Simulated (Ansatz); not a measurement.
## Mechanical response of AlCo (Pm-3m)

```yaml
crystal:
  lattice:
    - [2.82309, 0.00000, 0.00000]
    - [0.00000, 2.82309, 0.00000]
    - [0.00000, 0.00000, 2.82309]
  atoms:
    - { symbol: Al, position: [0.00000, 0.00000, 0.00000] }
    - { symbol: Co, position: [0.50000, 0.50000, 0.50000] }
```

Conventional cell: a = 2.823 Å, b = 2.823 Å, c = 2.823 Å, α = 90.00°, β = 90.00°, γ = 90.00°. Al (atom 1) is surrounded by 8 Co at 2.44 Å. Around Co (atom 2) lie 8 Al at 2.44 Å.

Level of theory, where no other is named: PBEsol, all-electron LAPW in Ansatz 0.2.0, scalar-relativistic. k mesh 16×16×16, Fermi-Dirac smearing of 0.080 eV, basis error target 0.5 meV/atom. The cell was relaxed by PAW under this functional. This phase needn't be the one found at ambient conditions.

The cell is cubic and carries a residual pressure of -0.07 GPa at this level. Each strain component that symmetry leaves independent is applied at ±0.005, the ions relax wherever a strain frees them, and the stress (tension positive, GPa) is read. Shears are engineering strains, γ = 2ε.

```json
{"strain": "xx", "size": "-0.005", "σxx": "-1.4991", "σyy": "-0.6138", "σzz": "-0.6138", "σyz": "0.0000", "σxz": "0.0000", "σxy": "0.0000"}
{"strain": "xx", "size": "+0.005", "σxx": "1.5495", "σyy": "0.7469", "σzz": "0.7469", "σyz": "0.0000", "σxz": "0.0000", "σxy": "0.0000"}
{"strain": "yz", "size": "-0.005", "σxx": "0.0628", "σyy": "0.0645", "σzz": "0.0645", "σyz": "-0.7600", "σxz": "0.0000", "σxy": "0.0000"}
{"strain": "yz", "size": "+0.005", "σxx": "0.0628", "σyy": "0.0645", "σzz": "0.0645", "σyz": "0.7600", "σxz": "0.0000", "σxy": "0.0000"}
```

A central difference gives one constant, for example C11 ≈ (1.5495 − (-1.4991))/(0.01) = 304.9 GPa; the program then imposes the crystal's symmetry on the whole matrix.

**Question.** What are the independent elastic constants?

**Answer.** C11 = 304.9, C12 = 136.1, C44 = 152.0 GPa.

**Question.** Do they meet the Born conditions?

**Answer.** C11 − C12 = 168.8, C11 + 2C12 = 577.0 and C44 = 152.0 GPa must all be positive, so the crystal is elastically stable; that says nothing yet of its phonons.

**Question.** What moduli does a random aggregate of grains have?

**Answer.** B = (C11 + 2C12)/3 = 192.3 GPa. G_V = (C11 − C12 + 3C44)/5 = 125.0 and G_R = 5(C11 − C12)C44/(4C44 + 3(C11 − C12)) = 115.1, so G_H = 120.0 GPa. Then E = 9BG/(3B + G) = 298.1 GPa, ν = (3B − 2G)/(6B + 2G) = 0.242 and B/G = 1.60, on the brittle side of Pugh's 1.75 (a rule of thumb).

**Question.** With the density of 6.341 g/cm³, how fast does sound travel, and what Debye temperature follows?

**Answer.** 

```tsv
direction	slow (m/s)	middle (m/s)	fast (m/s)
[100]	4896	4896	6934
[110]	3648	4896	7664
[111]	4107	4107	7893
```

The mean of v⁻³ over directions and branches gives v_m = 4793 m/s and θ_D = (ħ/k_B) v_m (6π²n)^(1/3) = 637 K, n being atoms per volume. Young's modulus spans 221 to 361 GPa over directions, and the universal anisotropy index is 0.43.

**Question.** How far do the constants move if PAW replaces LAPW in the same cell?

**Answer.** 

| constant | LAPW (GPa) | PAW (GPa) | difference |
| --- | --- | --- | --- |
| C11 | 304.9 | 306.0 | 1.1 |
| C12 | 136.1 | 136.8 | 0.7 |
| C44 | 152.0 | 152.0 | 0.0 |

Limits of these numbers: responses of metals move with mesh and smearing; the frozen-core PAW files of the compared runs were fitted under PBE, their cores solved anew for this functional.
